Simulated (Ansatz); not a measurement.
CeO₂ (fluorite, space group No. 225), plane-wave PAW r²SCAN (Ansatz code): ε∞ = 7.03, cell volume 40.20 Å³. Infrared-active transverse modes:

| ω_TO (cm⁻¹) | oscillator strength S_xx (e²/amu) |
|---|---|
| 267.8 | 1.261 |

Problem. Compute the static dielectric constant.

Solution. Each mode adds (4.921e7/V) S/ω²: 21.52. So ε0 = 28.5.

Problem. What LO frequency does the Lyddane–Sachs–Teller relation give?

Solution. ω_LO = ω_TO √(ε0/ε∞) = 540 cm⁻¹.

Space group Fm-3m (fluorite). Symmetry was held in the r²SCAN relaxation. The run is not spin-polarised. The 4f shell is in the valence. No Hubbard U is applied. Spin–orbit coupling is left out wherever it is not named.

Potentials: the earlier of the program's two PAW sets. The files were generated under PBE; for other functionals the program regenerates the frozen cores, and for LDA and PBEsol the local potential too.
